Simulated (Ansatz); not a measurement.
# VOs: stationary points along a deformation path

Level of theory: DFT PBEsol, scalar-relativistic, plane waves, PAW in Ansatz. Settings: plane waves to 420 eV, k-mesh 21×21×12 (Γ-centred), Gaussian smearing 0.15 eV. Spin–orbit coupling is left out, which can shift energies with elements as heavy as these. No spin polarisation. Energies are free energies at this smearing, counted from the undisturbed cell; pressure is positive in compression.

The starting cell (as given, not relaxed at this level; it stands at -10.3 GPa, and it needn't be the usual structure):

```
V Os
1.0
     2.76341    0.00000    0.00000
    -1.38171    2.39318    0.00000
     0.00000    0.00000    4.25802
V Os
1 1
Direct
  0.66667 0.33333 0.00000
  0.00000 0.00000 0.50000
```

At fixed volume and fractional coordinates, lengths along (0.000, 0.000, 1.000) are scaled against those across it; ρ is that ratio over its starting value. V = 14.080 Å³/atom. Δσ is the stress along the axis less the mean stress across it (compression positive).

| ρ | ΔE (meV/atom) | Δσ (GPa) | space group |
| --- | --- | --- | --- |
| 0.800 | 241.2 | 30.84 | P-6m2 |
| 0.850 | 140.7 | 25.98 | P-6m2 |
| 0.920 | 39.7 | 15.96 | P-6m2 |
| 0.960 | 9.6 | 8.03 | P-6m2 |
| 1.000 | 0.0 | -0.12 | P-6m2 |
| 1.050 | 13.6 | -8.74 | P-6m2 |
| 1.100 | 45.2 | -14.75 | P-6m2 |
| 1.200 | 172.9 | -37.99 | P-6m2 |
| 1.300 | 417.8 | -66.73 | P-6m2 |

How does the stress give the slope of the energy, and where is the energy stationary?

Along the path d ln(length) is 2/3 d ln ρ on the axis and −1/3 d ln ρ across it, so dE/d ln ρ = −(2/3) V Δσ: the energy falls with ρ where Δσ is positive. Δσ vanishes or changes sign between ρ = 0.960 and 1.000, a minimum (near 1.00 by linear interpolation). Pairs of stationary points between two samples would go unseen, and could change a minimum read from distant neighbours into a maximum.

Integrate that slope from ρ = 1 to 0.850 by the trapezoid rule.

With V/N in Å³ and 1 eV/Å³ = 160.2 GPa the slopes at ρ = 1.000, 0.960, 0.920, 0.850 are 7, -470, -935, -1522 meV/atom per unit of ln ρ. The steps add 9.5 + 29.9 + 97.2 = 136.6 meV/atom, against 140.7 from the energies; the trapezoid rule misses the curvature of the slope within each step.

In a metal these slopes depend on the k mesh and the smearing.